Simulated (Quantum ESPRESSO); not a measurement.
# Al2Nb3InRu2: one run as intended and one with a planted mistake

A calculation, not a measurement. The program is pw.x of Quantum ESPRESSO 7.5 (plane-wave density functional theory). The cell is made up: eight metal atoms on a face-centred cubic lattice, with elements, volume, strain and displacements drawn at random and not relaxed, so it may be unstable or far from any real phase. PseudoDojo standard norm-conserving files set the functional (PBE unless stated); there is no spin polarisation or spin-orbit coupling, the Fermi-Dirac width of 0.25 eV means electrons at about 2900 K, and the masses in the input are unused placeholders. A spin test at this wide smearing found no moment, but such smearing suppresses magnetism that the real alloy may have.

Intended input:

```
&control calculation='scf', pseudo_dir='./dojo.nc.sr.pbe.v0_5.standard.upf', outdir='./o', disk_io='minimal', tprnfor=.true., tstress=.true. /
&system ibrav=0, nat=8, ntyp=4, nbnd=59, ecutwfc=84.00895049, nosym=.true., tot_charge=0,
 occupations='smearing', smearing='fd', degauss=0.0183746611
/
&electrons conv_thr=1.470e-08, electron_maxstep=70, mixing_beta=0.5 /
ATOMIC_SPECIES
Al 1.0 Al.upf
In 1.0 In.upf
Nb 1.0 Nb.upf
Ru 1.0 Ru.upf
CELL_PARAMETERS angstrom
-4.2213 0.0029 0.0238
-2.0959 -4.0867 -2.0896
-2.1436 -4.044 6.2312
ATOMIC_POSITIONS angstrom
Al 0.0654 0.0086 0.0852
Nb -2.1 -4.1258 2.0197
In -2.1415 -2.0928 0.0175
Ru -4.0765 -6.1674 2.0504
Nb -4.245 -4.1086 4.1288
Ru -4.2645 -4.122 -0.021
Nb -4.2711 -1.9893 2.0936
Al -6.2944 -6.094 4.1619
K_POINTS automatic
6 5 3 1 1 1
```

The log is shortened where brackets say so; the opening notice, blank lines, dates and the lines on written files are dropped, and the path of the files is cut. It prints rydbergs, bohrs and kilobars, and counts compression as positive stress. Its total energy is the free energy E - TS of the whole cell.

Log of the intended run:

```
     Program PWSCF v.7.5
     Parallel version (MPI & OpenMP), running on       4 processor cores
     Number of MPI processes:                 4
     Threads/MPI process:                     1
     [start-up lines left out]
     bravais-lattice index     =            0
     lattice parameter (alat)  =       7.9772  a.u.
     unit-cell volume          =     966.4365 (a.u.)^3
     number of atoms/cell      =            8
     number of atomic types    =            4
     number of electrons       =        90.00
     number of Kohn-Sham states=           59
     kinetic-energy cutoff     =      84.0090  Ry
     charge density cutoff     =     336.0358  Ry
     scf convergence threshold =      1.5E-08
     mixing beta               =       0.5000
     number of iterations used =            8  plain     mixing
     Exchange-correlation= PBE
                           (   1   4   3   4   0   0   0)
     [axes and pseudopotential details left out]
   Cartesian axes
     site n.     atom                  positions (alat units)
         1        Al     tau(   1) = (   0.0154926   0.0020373   0.0201830  )
         2        Nb     tau(   2) = (  -0.4974691  -0.9773609   0.4784468  )
         3        In     tau(   3) = (  -0.5073000  -0.4957634   0.0041456  )
         4        Ru     tau(   4) = (  -0.9656822  -1.4609956   0.4857193  )
         5        Nb     tau(   5) = (  -1.0055982  -0.9732864   0.9780715  )
         6        Ru     tau(   6) = (  -1.0102175  -0.9764607  -0.0049747  )
         7        Nb     tau(   7) = (  -1.0117810  -0.4712453   0.4959530  )
         8        Al     tau(   8) = (  -1.4910806  -1.4436078   0.9859126  )
     number of k points=    45  Fermi-Dirac smearing, width (Ry)=  0.0184
                       cart. coord. in units 2pi/alat
        k(    1) = (  -0.0831979  -0.0778806   0.0337445), wk =   0.0444444
        k(    2) = (  -0.0849902   0.0964379  -0.3053784), wk =   0.0444444
     [further k points left out]
     Dense  grid:   100505 G-vectors     FFT dimensions: (  48,  60,  90)
     Estimated max dynamical RAM per process >     295.37 MB
     Estimated total dynamical RAM >       1.08 GB
     Initial potential from superposition of free atoms
     starting charge      89.9827, renormalised to      90.0000
     Starting wfcs are   67 randomized atomic wfcs
     total cpu time spent up to now is        3.6 secs
     per-process dynamical memory:   234.7 Mb
     Self-consistent Calculation
     iteration #  1     ecut=    84.01 Ry     beta= 0.50
     Davidson diagonalization with overlap
     ethr =  1.00E-02,  avg # of iterations =  2.8
     Threshold (ethr) on eigenvalues was too large:
     Diagonalizing with lowered threshold
     Davidson diagonalization with overlap
     ethr =  6.62E-04,  avg # of iterations =  2.3
     total cpu time spent up to now is       15.7 secs
     total energy              =    -920.12078598 Ry
     estimated scf accuracy    <       0.66957357 Ry
     iteration #  2     ecut=    84.01 Ry     beta= 0.50
     Davidson diagonalization with overlap
     ethr =  7.44E-04,  avg # of iterations =  2.2
     total cpu time spent up to now is       22.3 secs
     total energy              =    -920.10855971 Ry
     estimated scf accuracy    <       0.49662889 Ry
     [iterations 3 to 12 left out]
     iteration # 13     ecut=    84.01 Ry     beta= 0.50
     Davidson diagonalization with overlap
     ethr =  2.62E-10,  avg # of iterations =  2.0
     total cpu time spent up to now is       87.1 secs
     total energy              =    -920.26232535 Ry
     estimated scf accuracy    <       0.00000002 Ry
     iteration # 14     ecut=    84.01 Ry     beta= 0.50
     Davidson diagonalization with overlap
     ethr =  2.72E-11,  avg # of iterations =  2.5
     total cpu time spent up to now is       93.2 secs
     End of self-consistent calculation
     [lines on levels left out]
!    total energy              =    -920.26232535 Ry
     estimated scf accuracy    <          5.1E-09 Ry
     smearing contrib. (-TS)   =      -0.11561686 Ry
     internal energy E=F+TS    =    -920.14670849 Ry
     The total energy is F=E-TS. E is the sum of the following terms:
     one-electron contribution =    -322.70286793 Ry
     hartree contribution      =     210.99090911 Ry
     xc contribution           =    -190.76818486 Ry
     ewald contribution        =    -617.66656481 Ry
     convergence has been achieved in  14 iterations
     Forces acting on atoms (cartesian axes, Ry/au):
     atom    1 type  1   force =    -0.00668912    0.02419284   -0.02575756
     atom    2 type  3   force =    -0.00047446   -0.03654952    0.01619219
     atom    3 type  2   force =     0.00536536    0.00448675   -0.00648051
     atom    4 type  4   force =    -0.01304709    0.00264073    0.01753029
     atom    5 type  3   force =     0.00594732    0.03946296    0.00522585
     atom    6 type  4   force =     0.00144117   -0.00149987   -0.00693782
     atom    7 type  3   force =     0.01566567   -0.01352157    0.02136723
     atom    8 type  1   force =    -0.00820886   -0.01921232   -0.02113967
     Total force =     0.083113     Total SCF correction =     0.000151
     Computing stress (Cartesian axis) and pressure
          total   stress  (Ry/bohr**3)                   (kbar)     P=      -77.26
  -0.00074677   0.00001920   0.00000236         -109.85        2.82        0.35
   0.00001920  -0.00035791  -0.00006511            2.82      -52.65       -9.58
   0.00000236  -0.00006511  -0.00047092            0.35       -9.58      -69.27
     init_run     :      3.46s CPU      3.57s WALL (       1 calls)
     electrons    :     89.27s CPU     89.62s WALL (       1 calls)
     forces       :      1.01s CPU      1.02s WALL (       1 calls)
     stress       :      3.29s CPU      3.29s WALL (       1 calls)
     [timing details left out]
     PWSCF        :   1m37.12s CPU   1m37.60s WALL
     JOB DONE.
```

A second run has one planted mistake: two atoms have their elements exchanged. The input lines that differ:

```
- Ru -4.0765 -6.1674 2.0504
+ Al -4.0765 -6.1674 2.0504
- Al -6.2944 -6.094 4.1619
+ Ru -6.2944 -6.094 4.1619
```

Its log:

```
     Program PWSCF v.7.5
     Parallel version (MPI & OpenMP), running on       4 processor cores
     Number of MPI processes:                 4
     Threads/MPI process:                     1
     [start-up lines left out]
     bravais-lattice index     =            0
     lattice parameter (alat)  =       7.9772  a.u.
     unit-cell volume          =     966.4365 (a.u.)^3
     number of atoms/cell      =            8
     number of atomic types    =            4
     number of electrons       =        90.00
     number of Kohn-Sham states=           59
     kinetic-energy cutoff     =      84.0090  Ry
     charge density cutoff     =     336.0358  Ry
     scf convergence threshold =      1.5E-08
     mixing beta               =       0.5000
     number of iterations used =            8  plain     mixing
     Exchange-correlation= PBE
                           (   1   4   3   4   0   0   0)
     [axes and pseudopotential details left out]
   Cartesian axes
     site n.     atom                  positions (alat units)
         1        Al     tau(   1) = (   0.0154926   0.0020373   0.0201830  )
         2        Nb     tau(   2) = (  -0.4974691  -0.9773609   0.4784468  )
         3        In     tau(   3) = (  -0.5073000  -0.4957634   0.0041456  )
         4        Al     tau(   4) = (  -0.9656822  -1.4609956   0.4857193  )
         5        Nb     tau(   5) = (  -1.0055982  -0.9732864   0.9780715  )
         6        Ru     tau(   6) = (  -1.0102175  -0.9764607  -0.0049747  )
         7        Nb     tau(   7) = (  -1.0117810  -0.4712453   0.4959530  )
         8        Ru     tau(   8) = (  -1.4910806  -1.4436078   0.9859126  )
     number of k points=    45  Fermi-Dirac smearing, width (Ry)=  0.0184
                       cart. coord. in units 2pi/alat
        k(    1) = (  -0.0831979  -0.0778806   0.0337445), wk =   0.0444444
        k(    2) = (  -0.0849902   0.0964379  -0.3053784), wk =   0.0444444
     [further k points left out]
     Dense  grid:   100505 G-vectors     FFT dimensions: (  48,  60,  90)
     Estimated max dynamical RAM per process >     295.37 MB
     Estimated total dynamical RAM >       1.08 GB
     Initial potential from superposition of free atoms
     starting charge      89.9827, renormalised to      90.0000
     Starting wfcs are   67 randomized atomic wfcs
     total cpu time spent up to now is        3.6 secs
     per-process dynamical memory:   234.7 Mb
     Self-consistent Calculation
     iteration #  1     ecut=    84.01 Ry     beta= 0.50
     Davidson diagonalization with overlap
     ethr =  1.00E-02,  avg # of iterations =  2.9
     Threshold (ethr) on eigenvalues was too large:
     Diagonalizing with lowered threshold
     Davidson diagonalization with overlap
     ethr =  7.12E-04,  avg # of iterations =  2.0
     total cpu time spent up to now is       15.7 secs
     total energy              =    -920.10584834 Ry
     estimated scf accuracy    <       0.71276400 Ry
     iteration #  2     ecut=    84.01 Ry     beta= 0.50
     Davidson diagonalization with overlap
     ethr =  7.92E-04,  avg # of iterations =  2.2
     total cpu time spent up to now is       22.1 secs
     total energy              =    -919.86402220 Ry
     estimated scf accuracy    <       2.03296709 Ry
     [iterations 3 to 16 left out]
     iteration # 17     ecut=    84.01 Ry     beta= 0.50
     Davidson diagonalization with overlap
     ethr =  4.89E-11,  avg # of iterations =  1.2
     total cpu time spent up to now is      109.4 secs
     total energy              =    -920.28123656 Ry
     estimated scf accuracy    <       0.00000002 Ry
     iteration # 18     ecut=    84.01 Ry     beta= 0.50
     Davidson diagonalization with overlap
     ethr =  1.95E-11,  avg # of iterations =  1.0
     total cpu time spent up to now is      114.5 secs
     End of self-consistent calculation
     [lines on levels left out]
!    total energy              =    -920.28123657 Ry
     estimated scf accuracy    <          4.5E-10 Ry
     smearing contrib. (-TS)   =      -0.11396310 Ry
     internal energy E=F+TS    =    -920.16727347 Ry
     The total energy is F=E-TS. E is the sum of the following terms:
     one-electron contribution =    -276.56101782 Ry
     hartree contribution      =     187.87086077 Ry
     xc contribution           =    -190.79487915 Ry
     ewald contribution        =    -640.68223727 Ry
     convergence has been achieved in  18 iterations
     Forces acting on atoms (cartesian axes, Ry/au):
     atom    1 type  1   force =    -0.00826382    0.02210741   -0.02314288
     atom    2 type  3   force =     0.00437132   -0.02425192    0.02214557
     atom    3 type  2   force =     0.00508145    0.00236378   -0.02134029
     atom    4 type  1   force =    -0.03248591    0.00871799    0.00864073
     atom    5 type  3   force =     0.01500199    0.01595486    0.02528506
     atom    6 type  4   force =     0.00334321   -0.01957881    0.01009251
     atom    7 type  3   force =     0.01769294   -0.00552099   -0.00931257
     atom    8 type  4   force =    -0.00474119    0.00020769   -0.01236813
     Total force =     0.078129     Total SCF correction =     0.000057
     Computing stress (Cartesian axis) and pressure
          total   stress  (Ry/bohr**3)                   (kbar)     P=      -81.42
  -0.00076533  -0.00002548   0.00000920         -112.58       -3.75        1.35
  -0.00002548  -0.00051106  -0.00012179           -3.75      -75.18      -17.92
   0.00000920  -0.00012179  -0.00038396            1.35      -17.92      -56.48
     init_run     :      3.43s CPU      3.54s WALL (       1 calls)
     electrons    :    110.52s CPU    110.88s WALL (       1 calls)
     forces       :      1.00s CPU      1.01s WALL (       1 calls)
     stress       :      3.30s CPU      3.30s WALL (       1 calls)
     [timing details left out]
     PWSCF        :   1m58.34s CPU   1m58.84s WALL
     JOB DONE.
```

```
                                            intended run  run with the mistake
                          free energy (eV)    -12520.807            -12521.064
         entropy term -TS, part of it (eV)        -1.573                -1.551
                            pressure (GPa)         -7.73                 -8.14
size of the largest force component (eV/Å)         1.015                 0.835
largest change of a force component (eV/Å)                               0.789
                                iterations            14                    18
```

For scale, a rerun of the intended cell at a higher cutoff and on a denser mesh moved values by no more than 0.002 eV in energy, 0.02 GPa in stress and 0.006 eV/Å in force, and a second program with other atomic files agreed on that cell to 2 % rms in force and 0.5 GPa in pressure.